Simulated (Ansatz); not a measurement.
## Computed properties of In3Sb2As (ordering on zincblende)

All numbers come from Ansatz 0.2.0. Non-magnetic throughout. Whether this structure exists isn't addressed.

The cell is In3Sb2As as one 6-atom ordering (Imm2) on the zincblende lattice; cell and atoms were relaxed with r2SCAN. It is orthorhombic, Imm2 (No. 44); conventional cell a = 4.535 Å, b = 13.600 Å, c = 6.398 Å, 32.88 Å³ an atom. As is surrounded by 4 In at 2.65–2.69 Å; In is surrounded by 2 As at 2.69 Å and 2 Sb at 2.83 Å; Sb is surrounded by 4 In at 2.82–2.84 Å; In is surrounded by 1 As at 2.65 Å and 3 Sb at 2.82–2.84 Å.

```
As In Sb
1.0
    -2.26738    6.79995    3.19879
     2.26738   -6.79995    3.19879
     2.26738    6.79995   -3.19879
As In Sb
1 3 2
Direct
  0.00235 0.00235 0.00000
  0.23000 0.73000 0.50000
  0.60201 0.76022 0.84179
  0.91844 0.76022 0.15821
  0.33291 0.99860 0.33431
  0.66429 0.99860 0.66569
```

Relaxed lattice by functional, symmetry kept:

| functional | k mesh | a (Å) | b (Å) | c (Å) | volume (Å³/atom) |
| --- | --- | --- | --- | --- | --- |
| PBE | 6×6×6 | 4.593 | 13.766 | 6.473 | 34.11 |
| r2SCAN | 6×6×6 | 4.535 | 13.600 | 6.398 | 32.88 |

On this one geometry the levels give:
```tsv
level	k mesh	gap (eV)	kind	edges	least direct gap (eV)	rough cost
PBE	8×8×8	0	–	–	–	2.2 core-minutes
PBE+SOC	8×8×8	0.04	indirect	Γ–X (0.10) → Γ	0.07	12 core-minutes
r2SCAN	8×8×8	0	–	–	–	3 core-minutes
HSE06	4×4×4	0.14	direct	Γ	0.14	16 core-minutes
```
All runs use a smearing of 0.02 eV.
Wave cutoffs: 420 eV, 500 eV (r2SCAN).
Points off the special ones are mesh points or PBE's searched band edges, reused at the other levels.
Costs come from shared machines and give only the order; PBE's includes the band path. The runs had 4 threads of Arm Neoverse V2, with other jobs on the host.

HSE06 gives a direct gap of 0.14 eV at Γ. PBE+SOC gives an indirect gap of 0.04 eV, from Γ–X (0.10 of the way from Γ) to Γ; the least direct gap is 0.07 eV at Γ. (This is within a few times the smearing of 0.02 eV, so the filling near the edges can be smeared.) With so small a gap spin-orbit coupling can invert the bands, which the size of the gap doesn't show: the edges may have crossed and parted again.

Direct and least gap lie within 0.04 eV at some levels, so the kind of gap isn't settled.

Only the levels marked +SOC include spin-orbit coupling.

Gaps or overlaps of about a tenth of an eV are at the limit of these meshes: between the points read a gap can be smaller or closed.
